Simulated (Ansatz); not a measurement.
A distorted cell of CuAu (CuAu type, space group P4/mmm):

```
CuAu
1.0
    2.88152     0.00000     0.00000
    0.00000     2.88152     0.00000
    0.00000     0.00000     7.22951
Cu Au
2 2
Direct
  0.50000   0.45836   0.25000
  0.50000   0.54164   0.75000
  0.00000   0.00000   0.00000
  0.00000   0.00000   0.50000
```

These are PBE (plane waves to 420 eV, PAW, scalar-relativistic; Ansatz, an electronic-structure program) values and carry that method's errors. k mesh 16×16×7 (Γ-centred), Fermi-Dirac smearing 0.05 eV. Compression counts positive. With partly filled bands, energies and forces of such displacements shift with the k mesh and the smearing. CuAu is run without spin polarisation. CuAu was relaxed with its symmetry unable to fall. Spin-orbit coupling is left out, though Au is heavy.

**Question.** What forces act on the atoms (eV/Å, Cartesian)?

**Answer.** 
```csv
atom,Fx,Fy,Fz
Cu1,0.000,0.420,0.000
Cu2,0.000,-0.420,0.000
Au3,0.000,0.000,0.000
Au4,0.000,0.000,0.000
```

**Question.** What is the stress tensor (GPa)?

**Answer.** 
```
    0.6      0.0      0.0
    0.0      0.0      0.0
    0.0      0.0      1.1
```
The pressure, a third of the trace, is 0.6 GPa.

(A displaced cell: forces are minus the slopes of the energy, force constants its curvatures, and phonons follow from these.)
